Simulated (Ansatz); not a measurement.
**Two states of TiClF**

```
Cl F Ti
1.0
     4.04264    0.00000    0.00000
     0.00000    3.34542    0.00000
     0.00000    0.00000    8.01237
Cl F Ti
2 2 2
Direct
  0.00000 0.00000 0.33000
  0.50000 0.50000 0.67000
  0.00000 0.00000 0.95000
  0.50000 0.50000 0.05000
  0.00000 0.50000 0.10000
  0.50000 0.00000 0.90000
```

Method: r2SCAN; PAW, plane waves to 500 eV, 5×6×3 Γ-centred mesh, gaussian occupations (width 0.0407 eV) (Ansatz 0.2.0), atoms fixed.

State A: Ti5 up, Ti6 down (collinear spin). State B: Ti5 up, Ti6 up (collinear spin).

**Question.** Compare the two self-consistent states.

**Answer.** State A is lower by 34.6 meV an atom at zero smearing.

```csv
state,free energy (meV/atom),largest moment in a small sphere (μB),net moment (μB/cell),gap on mesh (eV),pressure (GPa),largest force (eV/Å)
A,0.0,1.23,0.00,0.84,8.3,2.97
B,34.6,1.31,4.00,0.54,9.3,3.49
```

Origin: a known structure type with other elements, at an estimated volume, so it need not be a known compound. Caveats: atoms or cell far from equilibrium; the state breaks the symmetry of the cell; an odd or shifted mesh can miss the band edges, so this level's true gap may be smaller.
